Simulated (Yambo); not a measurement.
SiO2 (space group P6_322, No. 182), G0W0@PBEsol in Yambo with this input:

```
rim_cut
gw0
dyson
el_el_corr
HF_and_locXC
ppa
em1d
RandQpts= 1000000
RandGvec= 1 Ry
EXXRLvcs= 84 Ry
VXCRLvcs= 336 Ry
Chimod= "HARTREE"
% BndsRnXp
 1 | 273 |
%
NGsBlkXp= 7 Ry
% LongDrXp
 1.0 | 1.0 | 1.0 |
%
PPAPntXp= 27.2114 eV
% GbndRnge
 1 | 273 |
%
GTermKind= "BG"
DysSolver= "n"
ExtendOut
```

On a 3×3×2 mesh, with wavefunctions cut at 84 Ry, the gap ((0, 0.333, 0) → Γ) is 8.512 eV and the valence edge shifts by -1.874 eV.

What happens with this change: 2 Ry block?

The gap rises by 0.250 eV, to 8.762 eV; the shift of the valence edge becomes -2.207 eV. Neither run is shown to be the converged limit.

Geometry of the Materials Project entry, not relaxed at this level; primitive cell a = b = 5.0691 Å, c = 8.5585 Å, α = β = 90.00°, γ = 120.00°.

This is not the ordinary phase of the substance; no match was found in the copy of COD used, and its stability was not checked.

A shift is the quasiparticle energy of the state minus its PBEsol energy.
